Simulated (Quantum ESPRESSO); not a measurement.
pw.x input (Quantum ESPRESSO 7.5; PBEsol, PseudoDojo standard norm-conserving files, scalar-relativistic):

```
&CONTROL
  calculation = 'scf'
  pseudo_dir = './pseudo'
  outdir = './out'
  tprnfor = .true.
  tstress = .true.
/
&SYSTEM
  ibrav = 0
  nat = 12
  ntyp = 3
  ecutwfc = 76.0
  ecutrho = 304.0
  occupations = 'smearing'
  smearing = 'fd'
  degauss = 0.002
  nbnd = 14
/
&ELECTRONS
  conv_thr = 1.2e-09
/
ATOMIC_SPECIES
H 1.0080 H.upf
Li 6.9400 Li.upf
B 10.8100 B.upf
CELL_PARAMETERS angstrom
  4.202779893000   0.000000000000   0.000000000000
 -2.101389947000   3.639714154000   0.000000000000
  0.000000000000   0.000000000000   7.420120000000
ATOMIC_POSITIONS crystal
H   0.333333333000   0.666666667000   0.371280000000
H   0.666666667000   0.333333333000   0.871280000000
H   0.175159500000   0.350319000000   0.591380000000
H   0.824840500000   0.175159500000   0.091380000000
H   0.649681000000   0.824840500000   0.591380000000
H   0.824840500000   0.649681000000   0.091380000000
H   0.175159500000   0.824840500000   0.591380000000
H   0.350319000000   0.175159500000   0.091380000000
Li   0.333333333000   0.666666667000   0.113950000000
Li   0.666666667000   0.333333333000   0.613950000000
B   0.333333333000   0.666666667000   0.535600000000
B   0.666666667000   0.333333333000   0.035600000000
K_POINTS automatic
9 9 4 0 0 0
```

End of the output:

```
     total energy              =     -49.81321437 Ry
     estimated scf accuracy    <       0.00000376 Ry
     total energy              =     -49.81321508 Ry
     estimated scf accuracy    <          5.4E-09 Ry
     total energy              =     -49.81321509 Ry
     estimated scf accuracy    <       0.00000003 Ry
[...]
     the Fermi energy is     0.1254 ev
!    total energy              =     -49.81321510 Ry
     estimated scf accuracy    <          6.1E-11 Ry
     smearing contrib. (-TS)   =       0.00000000 Ry
     internal energy E=F+TS    =     -49.81321510 Ry
     The total energy is F=E-TS. E is the sum of the following terms:
     one-electron contribution =     -27.57648037 Ry
     hartree contribution      =      14.80969401 Ry
     xc contribution           =     -16.96374561 Ry
     ewald contribution        =     -20.08268312 Ry
     convergence has been achieved in   9 iterations
     Forces acting on atoms (cartesian axes, Ry/au):
     atom    1 type  1   force =     0.00000000    0.00000000   -0.00274685
     atom    2 type  1   force =    -0.00000000   -0.00000000   -0.00274685
     atom    3 type  1   force =     0.00000000   -0.00433891    0.00133259
     atom    4 type  1   force =     0.00375761   -0.00216946    0.00133259
     atom    5 type  1   force =     0.00375761    0.00216946    0.00133259
     atom    6 type  1   force =     0.00000000    0.00433891    0.00133259
     atom    7 type  1   force =    -0.00375761    0.00216946    0.00133259
     atom    8 type  1   force =    -0.00375761   -0.00216946    0.00133259
     atom    9 type  2   force =    -0.00000000   -0.00000000   -0.00129678
     atom   10 type  2   force =     0.00000000   -0.00000000   -0.00129678
     atom   11 type  3   force =     0.00000000    0.00000000    0.00004585
     atom   12 type  3   force =    -0.00000000   -0.00000000    0.00004585
     Total force =     0.011919     Total SCF correction =     0.000004
     Computing stress (Cartesian axis) and pressure
          total   stress  (Ry/bohr**3)                   (kbar)     P=       -4.30
  -0.00003604  -0.00000000  -0.00000000           -5.30       -0.00       -0.00
  -0.00000000  -0.00003604  -0.00000000           -0.00       -5.30       -0.00
   0.00000000   0.00000000  -0.00001560            0.00        0.00       -2.29
```
In a gapped system the printed Fermi energy is only some level inside the gap.

Geometry of the Materials Project entry, not relaxed at this level.
